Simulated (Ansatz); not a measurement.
Cu$_{2}$Sb:
```
Cu2Sb
1.0
    3.99933     0.00000     0.00000
    0.00000     3.99933     0.00000
    0.00000     0.00000     6.06118
Cu Sb
4 2
Direct
  0.00000   0.00000   0.00000
  0.50000   0.50000   0.00000
  0.50000   0.00000   0.26562
  0.00000   0.50000   0.73438
  0.50000   0.00000   0.70225
  0.00000   0.50000   0.29775
```

This is the r²SCAN-relaxed structure.

Q: All from the program Ansatz at the r²SCAN level (PAW), unless another level is named. Estimate the electronic character.

A: metallic (no gap).

Q: What about the density of states at the Fermi level?

A: 0.28 states/eV per atom (mean over ±0.08 eV).

Q: What about the formation energy from the elements (no fitted shifts)?

A: 0.031 eV/atom.

Space group P4/nmm. The workflow started from an entry of the Crystallography Open Database (COD). Its standing as an ambient phase is unchecked. The r²SCAN relaxation kept the symmetry of its start; its stability against distortions is not shown here. No spin polarisation was allowed. The references are the lowest solids computed at this level, not always the standard phases. Spin–orbit coupling is left out wherever it is not named.

Potentials: the later of the program's two PAW sets.
